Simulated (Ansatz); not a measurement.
Ni: a scan of SCF settings

Ni is taken as a measured crystal structure (space group Fm-3m), 1 atom in the cell. Source: COD entry 9013000; the sample's temperature and pressure aren't taken into account, and it need not be the stable phase.

```xyz
1
Lattice="0.0000 1.7701 1.7701 1.7701 0.0000 1.7701 1.7701 1.7701 0.0000" Properties=species:S:1:pos:R:3 pbc="T T T"
Ni    0.0000    0.0000    0.0000
```

Atoms are numbered from 1 in the order listed.

These are results of DFT, PBE, PAW, plane waves, scalar-relativistic (Ansatz development build ahead of 0.2.0), not measurements.

```json
{
 "Plane-wave cutoff": "420 eV",
 "k-point mesh": "12×12×12 (Γ-centred)",
 "Occupations": "Fermi–Dirac smearing, 0.05 eV",
 "Spin": "collinear, starting moments Ni1 2.00 μB"
}
```

The total moment includes the space between the atomic spheres.

The starting density is a sum of atomic densities. β is the mixing step of the charge; the magnetisation has a step of its own, which the program sets unless it is named.

With one magnetic atom in the cell its copies can only be parallel; orders in a larger cell may lie lower. Only one magnetic start was run, with no search, so the state need not be the lowest.

The run was started with:
```sh
ansatz run input.yaml --threads 2 --pin off --max-ram 5120MiB --backend cpu --events-out ev --progress --plain --runs-dir out
```

Machine: 2 threads of Arm Neoverse V2, on a shared host.

One run per row. The search for lower states is off throughout, and rows that name a mixer don't switch to direct minimisation unless they say so. “A, then B” is a new run with the settings A changed by B. Counts include iterations that the program adds to test a close or to solve more bands, and some failed runs stop two short of their limit.

```csv
settings,iteration limit,outcome,wall time (s),result against the default run
default SCF settings,default,converged in 11 iterations,1.7,reference
"Broyden, β 0.4, magnetisation mixing 1.6",50,converged in 14 iterations,1.3,the same free energy
iteration limit 10,10,converged in 10 iterations,1,the same free energy
"linear mixing, β 0.4, Kerker",50,converged in 26 iterations,1.7,the same free energy
unknown mixer pulay2,default,input refused,0.02,"YAML parse error: error: line 20 column 24: unknown variant `pulay2`, expected one of auto, anderson, broyden, msr1 [...]"
"MSR1 mixing, preconditioner Resta",50,converged in 11 iterations,1,"the same free energy, Resta's filter was dropped, as the levels read as a metal's, so the mixing went unfiltered"
fixed occupations,50,input refused,0.04,"inconsistent input (scf.occupations.method, magnetization): a σ = 0 step fill (method: fixed, or a smearing width below the step floor) with no hard lock on the total moment puts the same N_el/2 bands in each spin channel, [...]"
"fixed occupations, then Fermi–Dirac smearing of 0.1 eV",50,converged in 9 iterations,0.95,"free energy shifted by -20.4 meV/atom, zero-width estimate unchanged, pressure -3.0 GPa against -3.1"
tetrahedron occupations,50,converged in 10 iterations,1.1,"free energy shifted by +3.6 meV/atom, zero-width estimate shifted by -3.1 meV/atom, pressure -3.7 GPa against -3.1, moments Ni1 0.66 μB against Ni1 0.73"
"Broyden, β 0.4, magnetisation mixing 0.4",50,converged in 12 iterations,1.1,the same free energy
"Broyden, β 1.0, history 2, no preconditioner",50,not converged after 50 iterations,3.3,slow
"Broyden, β 1.0, history 2, no preconditioner, then mixing history raised to 8",50,converged in 13 iterations,1.7,the same free energy
"Broyden, β 1.0, history 2, no preconditioner, then iteration limit raised to 200",200,converged in 90 iterations,6.5,the same free energy
"Broyden, β 1.0, history 2, no preconditioner, then Kerker preconditioner added",50,converged in 40 iterations,3.8,the same free energy
cutoff 180 eV,50,converged in 12 iterations,0.61,"free energy shifted by +30129 meV/atom, so these numbers say nothing of the material, pressure -105.0 GPa against -3.1, moments Ni1 0.00 μB against Ni1 0.73"
```

With the default settings (MSR1 mixing, preconditioner none) the run converges, spin-polarised, site moments Ni1 0.73 μB, total 0.69 μB per cell, no gap on the k-mesh. At the default threshold and band count the same state takes 10 iterations at best (“iteration limit 10”) and 90 at worst (“Broyden, β 1.0, history 2, no preconditioner, then iteration limit raised to 200”). 3 of 15 runs gave no result.
